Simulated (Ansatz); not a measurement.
AgAu3:
```
CELL_PARAMETERS angstrom
      4.03368     0.00000     0.00000
      0.00000     4.03368     0.00000
      0.00000     0.00000     4.03368
ATOMIC_POSITIONS crystal
  Ag 0.50000 0.50000 0.50000
  Au 0.50000 0.00000 0.00000
  Au 0.00000 0.50000 0.00000
  Au 0.00000 0.00000 0.50000
```

Relaxed with LDA. Special points in fractions of this cell's reciprocal vectors: Γ (0.000, 0.000, 0.000); X (0.000, 0.500, 0.000); M (0.500, 0.500, 0.000); R (0.500, 0.500, 0.500).

**Question.** List the band energies nearest the Fermi level at these points for plane-wave PAW LDA (Ansatz code).

**Answer.** In eV from the Fermi level; about four levels below and three above (degenerate sets whole), none deeper than 8.9 eV; … stands for higher levels left out; points with the same levels are listed once.

| k | below | above |
|---|---|---|
| Γ | -1.94 -1.56 -1.56 -1.56 | 1.06 1.06 1.06 |
| X | -2.99 -2.59 -2.11 -1.55 | 4.99 5.90 6.11 6.11 |
| M | -3.17 -0.90 -0.15 -0.15 | 0.00 8.68 … |
| R | -1.08 -0.95 -0.95 -0.95 | … |

Space group Pm-3m (Cu3Au type). The workflow started from a Materials Project entry (that database holds measured and hypothetical structures alike); the Crystallography Open Database copy checked does not list it. Whether it is the stable phase at ambient conditions was not checked. The LDA relaxation kept the symmetry of its start; its stability against distortions is not shown here. The run is not spin-polarised. Spin–orbit coupling is left out wherever it is not named.

Potentials: the later of the program's two PAW sets.
